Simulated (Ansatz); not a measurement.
Data:

AlRu2C:
```yaml
crystal:
  lattice:
    - [2.87893, 0.00000, 0.00000]
    - [-1.43946, 2.49322, 0.00000]
    - [0.00000, 0.00000, 13.35649]
  atoms:
    - { symbol: Al, position: [0.66667, 0.33333, 0.25000] }
    - { symbol: Al, position: [0.33333, 0.66667, 0.75000] }
    - { symbol: Ru, position: [0.33333, 0.66667, 0.40404] }
    - { symbol: Ru, position: [0.66667, 0.33333, 0.59596] }
    - { symbol: Ru, position: [0.66667, 0.33333, 0.90404] }
    - { symbol: Ru, position: [0.33333, 0.66667, 0.09596] }
    - { symbol: C, position: [0.00000, 0.00000, 0.50000] }
    - { symbol: C, position: [0.00000, 0.00000, 0.00000] }
```

This is the r²SCAN-relaxed structure. Tensor components refer to the Cartesian frame of this cell.

Problem. All from r²SCAN in the plane-wave PAW code Ansatz, unless another level is named. Give the Hill bulk and shear moduli.

Solution. 231 and 78.0 GPa.

Problem. Next, the elastic constants (relaxed ions, GPa)?

Solution. C11 = 306, C12 = 151, C13 = 192, C33 = 455, C44 = 70.2.

Space group P6_3/mmc. The start of the workflow was typed in or built on a structure type; neither database checked (COD, Materials Project) lists it. Whether it is the stable phase at ambient conditions was not checked. Symmetry was held in the r²SCAN relaxation; its stability against distortions is not shown here. No spin polarisation was allowed. As this level gives no gap, shear constants depend on the k-mesh and smearing (Fermi–Dirac, 0.1 eV here). On the denser mesh and wider smearing of the elastic run this cell carries a stress of 0.4 GPa.

Potentials: the earlier of the program's two PAW sets.
